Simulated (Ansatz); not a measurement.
## Computed properties of MoP$_{2}$

MoP$_{2}$:
```
CELL_PARAMETERS angstrom
      1.55467    -5.54312     0.00000
      1.55467     5.54312     0.00000
      0.00000     0.00000     4.93191
ATOMIC_POSITIONS crystal
  Mo 0.90674 0.09326 0.49796
  Mo 0.09326 0.90674 0.99796
  P  0.56985 0.43015 0.37969
  P  0.43015 0.56985 0.87969
  P  0.29695 0.70305 0.19736
  P  0.70305 0.29695 0.69736
```

Space group Cmc2_1 (No. 36); conventional cell a = 3.109 Å, b = 11.086 Å, c = 4.932 Å, α = 90.00°, β = 90.00°, γ = 90.00°.

Method: plane-wave PAW LDA (Ansatz code). Geometry: relaxed at this level of theory. Other levels are named where they apply.

### Cell and energy

```json
{
  "volume_per_atom": "14.17 Å³",
  "density": "6.17 g/cm³",
  "Formation energy from the elements (no fitted shifts)": "-0.65 eV/atom"
}
```

### Electronic structure

```json
{
  "electronic_character": "metallic (no gap)",
  "Density of states at the Fermi level": "0.17 states/eV per atom (mean over ±0.08 eV)"
}
```

### Mechanics

```json
{
 "Bulk modulus (Birch–Murnaghan fit)": "195 GPa",
 "Pressure derivative B′": "4.0"
}
```

### Phonons

```json
{
  "highest_zone_centre_frequency": "534 cm⁻¹",
  "zone_centre_stability": "no imaginary mode at Γ"
}
```

The first step of the workflow began from a Materials Project structure, measured or hypothetical; the Crystallography Open Database copy checked does not list it. Whether it is the stable phase at ambient conditions was not checked. The LDA relaxation kept the symmetry of its start. No spin polarisation was allowed. As this level gives no gap, phonon frequencies hold no LO–TO term and depend on the k-mesh and smearing (Fermi–Dirac, 0.1 eV here). The references are the lowest solids computed at this level, not always the standard phases. Spin–orbit coupling is left out wherever it is not named.

Potentials: the earlier of the program's two PAW sets. The files were generated under PBE; for other functionals the program regenerates the frozen cores, and for LDA and PBEsol the local potential too.
